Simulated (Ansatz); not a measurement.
**WSe2: energy along a strain**

WSe2, P6_3/mmc, a = 3.279 Å, c = 12.789 Å. Ansatz: PBE+D3(BJ), PAW, 420 eV, Γ-centred 12×12×2 mesh on 6 atoms, Gaussian smearing 0.05 eV; no spin polarisation. Cell vectors (Å): 3.279 0.000 0.000; -1.640 2.840 0.000; 0.000 0.000 12.789. The cell is strained by x per cent times the pattern (1 1 0 0 0 0) in the order xx yy zz yz xz xy (engineering shears), with fractional coordinates held. y is the free energy over the start, V0 = 19.847 Å³/atom.

```tsv
x (%)	y (meV/atom)
-4.00	?
-3.00	36.73
-2.00	15.89
-1.00	3.86
0.00	0.00
1.00	3.69
2.00	14.38
3.00	31.52
3.50	42.36
4.00	54.64
```

Question: Fit y = c2 x² + c3 x³ to the other rows, get the stiffness along the pattern, and predict the missing energy.

Answer: Least squares on the rows shown. y = 3.7925 x² − 0.095077 x³. The clamped-ion stiffness p·C·p = 2 × 37.92 eV × 160.2 / 19.847 Å³ = 612 GPa. At x = -4.00 the fit asked for gives 66.76 meV/atom. The run gave 67.09 meV/atom, so the fit is 0.33 meV/atom too low, 0.49 % of the span of the series, against an rms of 0.03 meV/atom on the fitted rows. The row lies outside the fitted range. With a term in x⁴ added, a fit to the same known rows predicts 66.98 meV/atom, so most of the miss is curvature that the known rows already hold.

Spin–orbit coupling is left out, which can shift energies with elements as heavy as these.